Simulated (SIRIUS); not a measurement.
Worked example: self-consistent single point of HgTe (Cmcm, 4 atoms in the cell; from Materials Project mp-1507, changed as shown) in SIRIUS.

All values come from this method and carry its errors: PBEsol, GBRV PBEsol ultrasoft pseudopotentials (plane waves; SIRIUS 7.12.0).

The change in words: volume scaled by 0.96. Reference geometry (Cmcm):
```
CELL_PARAMETERS angstrom
      2.99252    -3.46693     0.00000
      2.99252     3.46693     0.00000
      0.00000     0.00000     5.79816
ATOMIC_POSITIONS crystal
  Hg 0.34305 0.65695 0.75000
  Hg 0.65695 0.34305 0.25000
  Te 0.78481 0.21519 0.75000
  Te 0.21519 0.78481 0.25000
```

Reference input (self-consistent single point, DFT, PBEsol, plane waves, GBRV PBEsol ultrasoft pseudopotentials): parameters.ngridk = 4 4 4; parameters.xc_functionals = [XC_GGA_X_PBE_SOL, XC_GGA_C_PBE_SOL]; parameters.gk_cutoff = 6.325 1/bohr; parameters.pw_cutoff = 14.143 1/bohr; parameters.smearing = gaussian; parameters.smearing_width = 0.00367493 Ha; potentials = GBRV PBEsol ultrasoft pseudopotentials; parameters.electronic_structure_method = pseudopotential; parameters.num_bands = 22; parameters.num_mag_dims = 0; parameters.num_dft_iter = 100; parameters.energy_tol = 1e-07 Ha. This run's input differs from it in these lines:

```diff
@@ -32,5 +32,5 @@
     "lattice_vectors": [
-      [5.6550432225, -6.5515481932, 0.0],
-      [5.6550432225, 6.5515481932, 0.0],
-      [0.0, 0.0, 10.9569344268]
+      [5.5786151391, -6.463003186, 0.0],
+      [5.5786151391, 6.463003186, 0.0],
+      [0.0, 0.0, 10.8088517082]
     ],
```

Output (repeated stretches shortened):

```
[find] density tolerance         : 1e-06
[find] total energy tolerance    : 1e-07
[find] iter_solver_tol (initial) : 0.01
[find] iter_solver_tol (target)  : 1e-13
[find] num_dft_iter              : 100
Charges and magnetic moments
--------------------------------------------------------------------------------
total charge          : 36.000000
[find] | SCF iteration   0 out of 100|
[diagonalize] iterative solver tolerance (occupied, empty): 0.01 0.01
[diagonalize] average number of iterations: 2.2381
[find] Charges and magnetic moments
[find] total charge          : 36.000000
[find] Energy
   [... lines left out ...]

[find] Charges and magnetic moments
[find] total charge          : 36.000000
[find] Energy
[find] smearing (-TS)                 :      -0.00041588
[find] Total energy                   :    -133.95939627 (Ha),    -267.91879254 (Ry)
[find] Free energy (E-TS)             :    -133.95981215 (Ha),    -267.91962430 (Ry)
[find] band gap (eV)                  :       0.00000000
[find] Efermi                         :       0.28329780
[find] iteration : 10, RMS (target) : 4.8687e-07 (1.0000e-06) , energy difference (target) : -3.3865e-09 (1.0000e-07)
[find] bands are converged : true
[find] iterative solver converged : true
[find] converged after 11 SCF iterations!
[find] Charges and magnetic moments
[find] total charge          : 36.000000
[find] Energy
[find] smearing (-TS)                 :      -0.00041588
[find] Total energy                   :    -133.95939627 (Ha),    -267.91879254 (Ry)
[find] Free energy (E-TS)             :    -133.95981215 (Ha),    -267.91962430 (Ry)
[find] band gap (eV)                  :       0.00000000
[find] Efermi                         :       0.28329780
[ground_state] === stress tensor components [kbar] ===
[ground_state] === stress_total ===
[ground_state]    12.994082    0.000000    0.000000
[ground_state]     0.000000    9.175865    0.000000
[ground_state]     0.000000    0.000000   18.131602
[ground_state] ==== total Forces in Ha/bohr =====
[ground_state] atom:    0, force:       0.0000000      0.0002373      0.0000000
[ground_state] atom:    1, force:      -0.0000000     -0.0002373     -0.0000000
[ground_state] atom:    2, force:      -0.0000000      0.0001331     -0.0000000
[ground_state] atom:    3, force:       0.0000000     -0.0001331      0.0000000
```

The run converged in 11 iterations. SIRIUS prints the stress tensor with tension positive. Against the reference run the free energy falls by 16.9 meV/atom, the pressure goes from -3.09 to -1.34 GPa and the largest force goes from 0.130 to 0.012 eV/Å.

The structure comes from a collection of computed structures, made at another level of theory; the collection holds predicted forms beside known ones. No clean gap shows at this smearing width and mesh (spacing up to 0.35 Å⁻¹); the mesh is coarse for partly filled bands, so the values carry mesh errors. Semi-local functionals can close small gaps.

Cost on one core: very roughly 30 core-seconds.
